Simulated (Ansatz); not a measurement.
A geometry of InSe away from equilibrium: step 4 of the relaxation of a relaxed InSe cell, doubled along one cell vector, shaken by Gaussian noise of σ = 0.08 Å a coordinate. All values below come from PBE (plane waves to 420 eV, PAW, scalar-relativistic; Ansatz, a quantum-chemistry and plane-wave program). Γ-centred k-mesh 4×2×6 on the run's cell (coarser than for final values), Fermi–Dirac smearing 0.05 eV. The plane waves were selected for a different cell earlier on the path.

```
CELL_PARAMETERS angstrom
      7.67601    -0.03330     0.00679
     -7.73369    12.54473     0.10612
      0.00386     0.03705     4.24170
ATOMIC_POSITIONS crystal
  In 0.03827 0.16811 0.48008
  In 0.02881 0.67456 0.37054
  In 0.68611 0.34108 0.04590
  In 0.67370 0.85295 0.01354
  In 0.28883 0.98873 0.66749
  In 0.33140 0.49858 0.67000
  Se 0.99814 0.34001 0.39901
  Se 0.99250 0.84731 0.24942
  Se 0.25166 0.15593 0.96448
  Se 0.32394 0.65299 0.00498
  Se 0.65899 0.97501 0.55764
  Se 0.68574 0.50063 0.66297
```

### Question
What forces act on the atoms (eV/Å)?

### Answer
```
atom     Fx     Fy     Fz
----  -----  -----  -----
In1    0.16  -0.01  -0.17
In2    0.23  -0.22   0.19
In3   -0.31   0.07  -0.10
In4    0.15  -0.06   0.43
In5   -0.09   0.07   0.30
In6    0.26   0.27   0.03
Se7    0.38  -0.17   0.30
Se8   -0.44  -0.03  -0.63
Se9   -0.54   0.12   0.32
Se10   0.06  -0.07   0.03
Se11   0.30  -0.05  -0.48
Se12  -0.16   0.06  -0.22
```

The path ends in P1 (No. 1) at a tolerance of 0.01 Å, Pm (No. 6) at 0.1 Å. No spin polarisation in the result.

The end of the path is a generated cell of InSe: the first start was made by a random draw of sites in a space group, and the end was not matched to a known phase here, so it may be hypothetical. Known forms of InSe include space group No. 194.
